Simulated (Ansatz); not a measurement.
A frame of Ta₄Co₇Si₃W₂ from dynamics at 2480 K, with the forces (eV/Å) computed on a k mesh in the last three columns. Computed with Ansatz 0.2.0, DFT PBE, scalar-relativistic, plane waves, PAW.

Cutoff 420 eV; k points 4×4×4 on the computed 16-atom cell (Γ-centred); Fermi–Dirac smearing, width 0.21 eV; no spin polarisation.

```xyz
16
Lattice="5.854 -0.015 -0.072 -0.015 6.048 0.088 -0.072 0.088 6.314" Properties=species:S:1:pos:R:3:forces:R:3 pbc="T T T"
Co    3.527    4.011    3.740   -0.660    0.250   -0.120
Co    1.942    3.668    6.302    1.220   -1.750    2.310
Co    1.748    5.719    5.407   -1.560    1.490   -1.600
Co    3.181    0.242    3.186   -0.840    0.670    1.120
Co    5.431    0.748    4.253   -0.560   -0.290   -0.570
Co    3.133    2.291    4.988    1.020   -2.710   -0.010
Co    4.985    6.033    1.737    0.210   -1.430    0.070
Ta    4.609    2.320    2.548   -1.550    0.360   -0.400
Ta    4.036    5.048    5.722    1.430    1.540    1.280
Ta    2.625    0.967    0.772    0.650    0.910   -0.570
Ta    1.497    2.289    2.816    1.000    1.020    0.720
Si    0.922    5.665    3.127    1.160   -0.700    0.140
Si    3.018    4.600    1.752   -0.320   -0.880   -0.250
Si    0.264    4.011    1.256   -0.770    0.880   -0.550
W     5.805    1.505    0.021    0.040    0.240    1.200
W     0.190    3.608    4.872   -0.470    0.410   -2.780
```

Static pressure 10.0 GPa (no kinetic part), no gap on the mesh.

Counting as bonded all pairs within 1.2 times the summed covalent radii:

```tsv
atom → neighbour	mean count	mean length (Å)	spread (Å)
Co → Co	3.71	2.58	0.27
Co → Si	1.43	2.29	0.10
Co → Ta	3.43	2.73	0.30
Co → W	1.71	2.82	0.35
Si → Co	3.33	2.29	0.10
Si → Si	0.67	2.58	0.00
Si → Ta	3.00	2.78	0.18
Si → W	1.00	2.77	0.02
Ta → Co	6.00	2.73	0.30
Ta → Si	2.25	2.78	0.18
Ta → Ta	2.50	2.89	0.16
Ta → W	2.25	3.08	0.36
W → Co	6.00	2.82	0.35
W → Si	1.50	2.77	0.02
W → Ta	4.50	3.08	0.36
W → W	1.00	2.54	0.00
```

Angles between all pairs of such bonds at an atom (mean ± spread): 97 ± 34° at Co, 99 ± 32° at Si, 96 ± 35° at Ta, 96 ± 35° at W.

Spin-orbit coupling is left out, which matters for the bands of heavy elements. Spin polarisation was left out, and a magnetic state may lie lower.

Cost: 1 run of about 2.2 core-minutes, on Intel Xeon Platinum 8259CL (Skylake/Cascade Lake) (shared hosts).